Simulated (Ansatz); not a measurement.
Relaxed-ion elastic tensor of Ni (fcc (Cu type), Fm-3m) in GPa (Voigt order), PBE in the plane-wave PAW code Ansatz; density 8.95 g/cm³, 10.89 Å³ per atom.

|  | 1 | 2 | 3 | 4 | 5 | 6 |
|---|---|---|---|---|---|---|
| 1 | 277 | 159 | 159 | 0.0 | 0.0 | 0.0 |
| 2 | 159 | 277 | 159 | 0.0 | 0.0 | 0.0 |
| 3 | 159 | 159 | 277 | 0.0 | 0.0 | 0.0 |
| 4 | 0.0 | 0.0 | 0.0 | 132 | 0.0 | 0.0 |
| 5 | 0.0 | 0.0 | 0.0 | 0.0 | 132 | 0.0 |
| 6 | 0.0 | 0.0 | 0.0 | 0.0 | 0.0 | 132 |

Task: Is the crystal mechanically stable?

Result: Yes: the smallest eigenvalue of C is 118 GPa.

Task: Work out the Voigt, Reuss and Hill averages.

Result: K_V = 199, K_R = 199, K_H = 199; G_V = 103, G_R = 88.4, G_H = 95.6 GPa.

Task: Give Young's modulus, Poisson's ratio, Pugh's ratio and the universal anisotropy index.

Result: E = 9KG/(3K + G) = 247 GPa; ν = 0.29; K/G = 2.08 (ductile by the Pugh limit of 1.75); A_U = 5G_V/G_R + K_V/K_R − 6 = 0.82.

Task: Estimate the sound speeds and the Debye temperature.

Result: v_l = √((K + 4G/3)/ρ) = 6040 m/s, v_t = √(G/ρ) = 3270 m/s, mean 3650 m/s; Θ = (h/k)(3n/4πV)^(1/3) v_m = 490 K.

Task: Give the Zener ratio and Young's modulus along [100], [110] and [111].

Result: A = 2C44/(C11 − C12) = 2.24; 1/E = S11 − 2(S11 − S12 − S44/2)Γ with Γ = 0, 1/4, 1/3 gives 161, 259, 324 GPa.

Task: Solve the Christoffel equation for the three sound speeds along [100], [110], [111].

Result: Eigenvalues of C_ijkl n_j n_l equal ρv². In km/s, slowest first: [100] 3.84, 3.84, 5.57; [110] 2.57, 3.84, 6.26; [111] 3.05, 3.05, 6.47.

Symmetry was held in the PBE relaxation. The final state is ferromagnetic, chosen from 3 collinear starts compared on coarse meshes (ties went to the first, and starts can fall back to one state), not a proven ground state. Textbook magnetic order: ferromagnetic. As this level gives no gap, shear constants depend on the k-mesh and smearing (Fermi–Dirac, 0.1 eV here). On the denser mesh and wider smearing of the elastic run this cell carries a stress of 0.4 GPa.

Potentials: the later of the program's two PAW sets.
